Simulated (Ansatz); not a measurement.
# Gd vacancy in GdAlNi4

Computed with the plane-wave PAW code Ansatz (scalar-relativistic, PAW set soft_2): r2SCAN, collinear spin, 500 eV cutoff, k-mesh 4×4×3 shifted by half a step.

The relaxed host crystal (no gap at this level of theory):

```
Al Gd Ni
1.0
     2.49929   -4.19954    0.00000
     2.49929    4.19954    0.00000
     0.00000    0.00000    3.98618
Al Gd Ni
1 1 4
Direct
  0.00000 0.00000 0.50000
  0.50000 0.50000 0.00000
  0.16897 0.83103 0.00000
  0.83103 0.16897 0.00000
  0.00000 0.50000 0.50000
  0.50000 0.00000 0.50000
```

Supercell of 24 atoms, rows of the matrix [[1,1,-1],[-1,-1,-1],[-1,1,0]] times the cell vectors; Gd vacancy at (0.500, 0.500, 0.000) in fractions of the cell above. Atoms are relaxed at the host's cell, from a start shaken by 0.05 Å near the defect. The cell loses 1 of its 4 Gd, so this is a heavily defective crystal.

Question: How does the lattice relax around the defect?

Answer: Distances from the empty Gd site (Å), by shell of the perfect crystal:

```
shell  perfect crystal  relaxed, charge 0
 2 Ni             2.78               2.53
 4 Ni             2.87               2.77
```

```
charge  moment of the cell (μB)  gap of the cell on the mesh (eV)
     0                    19.83                              0.00
```

At charge 0 the unpaired electrons sit on atoms with moments (μB): 3 Gd of 7.05.

Formation energy of the neutral defect: 4.50 eV, taking atoms from and to the elements' standard states (no corrections for gases), so it belongs to those chemical potentials alone.

Caveats: Gd without a U keeps its half-filled shell, but its 4f levels lie too near the Fermi level; open f or d shells may hold a state above the lowest; small supercell, so energies and levels can be off by tenths of an eV; one random start near the defect, so other minima are possible.
